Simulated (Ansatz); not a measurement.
Below is a relaxed structure of GeAs₅. The cell was found from a structure generator's guess, not taken from experiment.

The calculation used DFT PBE, scalar-relativistic, plane waves, PAW (Ansatz 0.2.0). Cutoff 420 eV, Γ-centred mesh, Gaussian smearing, no spin polarisation.

```xyz
6
Lattice="5.1855 0.0000 0.0000 0.0000 5.1855 0.0000 0.0000 0.0000 5.2027" Properties=species:S:1:pos:R:3 pbc="T T T"
Ge    0.0000    0.0000    2.6014
As    0.0000    2.5928    2.6014
As    2.5928    0.0000    2.6014
As    2.5928    2.5928    2.6014
As    2.5928    2.5928    0.0000
As    0.0000    0.0000    0.0000
```

Energies over the elements count from the elements' standard structures at the same level, with no fitted energy shifts.

(1) Find its symmetry and describe it.

(2) How far does it lie from the elements in energy?

(3) Is it a metal?

## Answers

(1) P4/mmm (No. 123). Conventional cell: a = 5.186 Å, c = 5.203 Å. Around Ge lie 6 As at 2.59–2.60 Å; around As on a site of symmetry mmm lie 2 As at 2.59 Å and 2 Ge at 2.59 Å; around As on a site of symmetry 4/mmm lie 6 As at 2.59–2.60 Å; around As on a second site of symmetry 4/mmm lie 2 As at 2.60 Å; 1 more site not described.

(2) +0.62 eV/atom. It can't be a ground state, since the elements alone are lower.

(3) Yes, bands cross the Fermi level on the 8×8×8 mesh.

The last run used an 8×8×8 mesh for its 6-atom cell and Gaussian smearing of 0.10 eV. An odd number of electrons in the primitive cell allows no gap without spin; a larger cell or a magnetic state could open one. The cell is a metal run without spin; a magnetic state may lie lower. The reference form of As is held partly by dispersion forces, which this level lacks. Symmetry constrained the relaxation, so the result can be a saddle point. Another cell of GeAs5 relaxed alike, in P6/mmm, lies 216 meV/atom lower, so this cell isn't the stable form at this level.
